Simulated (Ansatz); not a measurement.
Space group P6_3/mmc (No. 194). a = 4.032 Å, b = 4.032 Å, c = 16.762 Å, α = 90.00°, β = 90.00°, γ = 120.00°
```csv
atom,site,symmetry,x,y,z
In,4f,3m.,0.3333,0.6667,0.1667
Se,4f,3m.,0.3333,0.6667,0.5899
```

Equation of state of this InSe structure (not necessarily the ground state), with shape and atoms relaxed at each volume where symmetry leaves them free. These are results of DFT PBE+D3(BJ), scalar-relativistic, plane waves, PAW (Ansatz), not measurements.

Plane waves to 420 eV, a k mesh through Γ of 12×12×2 on the computed 8-atom cell and Gaussian smearing (0.02 eV); no spin polarisation.

```
V (Å³/atom) E − E(largest V) (meV/atom) P (GPa) gap on mesh (eV)
     25.957                        33.85     5.21              0.73
     26.842                        10.02     3.47              0.61
     27.727                        -5.10     2.05              0.50
     28.611                       -13.11     0.90              0.42
     29.496                       -15.50     0.00              0.37
     30.381                       -13.61    -0.69              0.35
     31.266                        -8.84    -1.06              0.42
     32.446                         0.00    -1.28              0.59
```

**Question.** Fit a third-order Birch–Murnaghan equation to E(V).

**Answer.** V0 = 29.53 Å³/atom, B0 = 24 GPa, B0' = 9.1. B0' is unusual or poorly fixed by this range.